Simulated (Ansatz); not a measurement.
The start is a generated cell, Sb placed in the AFLOW prototype A_oP8_62_2c (A_c). The cell and all atomic positions are relaxed at zero pressure with r2SCAN (plane waves to 500 eV, PAW, scalar-relativistic; Ansatz, a first-principles code). The first steps use a coarse 4×6×6 k-mesh.

Input geometry:
```
CELL_PARAMETERS angstrom
      7.78340     0.00000     0.00000
      0.00000     5.51718     0.00000
      0.00000     0.00000     5.70876
ATOMIC_POSITIONS crystal
  Sb 0.46400 0.25000 0.29200
  Sb 0.96400 0.25000 0.20800
  Sb 0.53600 0.75000 0.70800
  Sb 0.03600 0.75000 0.79200
  Sb 0.18100 0.25000 0.65800
  Sb 0.68100 0.25000 0.84200
  Sb 0.81900 0.75000 0.34200
  Sb 0.31900 0.75000 0.15800
```

Q: Which atoms feel the largest initial force, and how large is it?

A: 0.32 eV/Å, on Sb5, Sb6, Sb7, Sb8 (atoms numbered as listed).

Q: Does the structure survive the relaxation? Give the final space group.

A: The space group goes from Pnma (No. 62) to Pm-3m (No. 221); the end is AFLOW prototype A_cP1_221_a (A_h), with 1 atom in the primitive cell.

Q: How much energy is released per atom?

A: 0.26 eV/atom.

Q: How does the volume change?

A: -4.3 %, from 30.64 to 29.32 Å³/atom.

Q: Is the relaxed structure metallic? Give its gap.

A: Zero (metallic).

Final values are on a 15×15×15 k-mesh of the relaxed cell. No spin polarisation in the result. The relaxed primitive cell holds an odd number of electrons. A magnetic state may lie lower.

The run could not lose the symmetry of its start, so the end can be a saddle point.

The relaxed structure here is a generated cell of Sb: the first start was made by placing the elements on the sites of a structure type, and the end was not matched to a known phase here, so it may be hypothetical. Known forms of Sb include space group No. 166.
